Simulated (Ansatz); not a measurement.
CeO2 (fluorite)

```yaml
crystal:
  lattice:
    - [0.00000, 2.69928, 2.69928]
    - [2.69928, 0.00000, 2.69928]
    - [2.69928, 2.69928, 0.00000]
  atoms:
    - { symbol: Ce, position: [0.00000, 0.00000, 0.00000] }
    - { symbol: O, position: [0.25000, 0.25000, 0.25000] }
    - { symbol: O, position: [0.75000, 0.75000, 0.75000] }
```

The volume is varied about the relaxed value V₀ at fixed cell shape. Symmetry pins the atoms to their sites.

Method: PBEsol (plane waves to 420 eV, PAW, scalar-relativistic; Ansatz, a first-principles code). k mesh 11×11×11 (Γ-centred), Fermi-Dirac smearing 0.05 eV. Stress and pressure are positive under compression. CeO2 is run without spin polarisation. CeO2 was relaxed with its symmetry unable to fall. The PAW data are Ansatz's earlier set. The filling of the f shell was not checked against other fillings, so treat energies with care.

At one point of the scan the stress tensor (GPa) is:

```
   37.6      0.0      0.0
    0.0     37.6      0.0
    0.0      0.0     37.6
```

Q: Which point is it?
(A) V/V₀ = 0.920
(B) V/V₀ = 0.973
(C) V/V₀ = 0.867
(D) V/V₀ = 0.947

A: C, V/V₀ = 0.867

(Under strain, the slope of the energy per volume gives the stress and its curvature an elastic modulus.)
